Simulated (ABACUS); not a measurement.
A self-consistent single point of TePb (Fm-3m, 2 atoms in the cell; from Materials Project mp-19717) with ABACUS.

All values come from this method and carry its errors: PBE, numerical atomic orbitals TZP (confined pseudo-atomic orbitals with Gaussian additions; energy shift 0.01 Ry), PseudoDojo 0.5 standard norm-conserving PBE (tails mended) pseudopotentials (ABACUS).

```
TePb
1.0
    0.00000     3.27089     3.27089
    3.27089     0.00000     3.27089
    3.27089     3.27089     0.00000
Te Pb
1 1
Cartesian
  0.00000   0.00000   0.00000
  3.27089   3.27089   3.27089
```

Reference input (self-consistent single point, DFT, PBE, numerical atomic orbitals TZP (confined pseudo-atomic orbitals with Gaussian additions; energy shift 0.01 Ry), PseudoDojo 0.5 standard norm-conserving PBE (tails mended) pseudopotentials): basis = TZP numerical atomic orbitals, energy shift 0.01 Ry; KPT = MP 9 9 9 0 0 0; basis_type = lcao; dft_functional = PBE; ecutwfc = 100 Ry; smearing_method = gaussian; smearing_sigma = 0.00146997 Ry; potentials = PseudoDojo 0.5 standard norm-conserving PBE (tails mended); symmetry = 1; ks_solver = genelpa; scf_nmax = 100; scf_thr = 1.0e-07. This run's input differs from it in these lines:

```diff
@@ -52,3 +52,3 @@
 MP
-9 9 9 0 0 0
+3 3 3 0 0 0
```

Log, with long lists cut:

```
 SELF-CONSISTENT
 -------------------------------------------

                  longest orb rcut (Bohr) = 7.7
   longest nonlocal projector rcut (Bohr) = 2.58
                     search radius (Bohr) = 20.6

                          real space grid = [ 60, 60, 60 ]
                                 init_chg = atomic

 LCAO ALGORITHM --------------- ION=   1  ELEC=   1--------------------------------

 Density error is 0.0323135041216
 E_KohnSham     -349.3687898218      -4753.4062449405
 E_Fermi        0.6502475341         8.8470715747

 LCAO ALGORITHM --------------- ION=   1  ELEC=   2--------------------------------

   [... lines left out ...]

   [... 5 blocks of this kind left out ...]

 LCAO ALGORITHM --------------- ION=   1  ELEC=   8--------------------------------

 Density error is 2.26790766301e-07
 E_KohnSham     -349.3803307797      -4753.5632677286
 E_Fermi        0.6659109904         9.0601838303

 LCAO ALGORITHM --------------- ION=   1  ELEC=   9--------------------------------

 Density error is 1.59353811331e-08
 E_KohnSham     -349.3803307797      -4753.5632677284
 E_KS(sigma->0) -349.3803307797      -4753.5632677284
 E_entropy(-TS) -0.0000000000        -0.0000000000
 E_Fermi        0.6659109261         9.0601829557
 charge density convergence is achieved
 final etot is -4753.5632677 eV
 EFERMI = 9.0601829557 eV

 STATE ENERGY(eV) AND OCCUPATIONS    NSPIN == 1
   [... 22 lines left out ...]

 TOTAL-FORCE (eV/Angstrom)
                       Te1         0.0000000000         0.0000000000         0.0000000000
                       Pb1         0.0000000000         0.0000000000         0.0000000000

 TOTAL-STRESS (KBAR)
        -5.6403019210         0.0000000000        -0.0000000000
        -0.0000000000        -5.6403019210         0.0000000000
        -0.0000000000        -0.0000000000        -5.6403019210
 TOTAL-PRESSURE: -5.640302 KBAR

 --------------------------------------------
 !FINAL_ETOT_IS -4753.5632677284229430 eV
 --------------------------------------------
```

The run converged in 9 iterations. Against the reference run the free energy falls by 8.2 meV/atom and the pressure moves little (-0.51 to -0.56 GPa).

Spin-orbit coupling is left out, which matters for bands and gaps with elements this heavy. The atom-centred basis is finite, which shifts total energies and pressures against plane waves. This run is one point of a test of settings, so its values need not be converged; read them against the reference run alone. The structure comes from a collection of computed structures, made at another level of theory; the collection holds predicted forms beside known ones.

The atomic orbitals were generated for these runs; they are not ABACUS's published sets and were checked against plane waves on a few crystals only.

“Tails mended”: in these copies of the files the far tail of each local potential was reset to the Coulomb form.
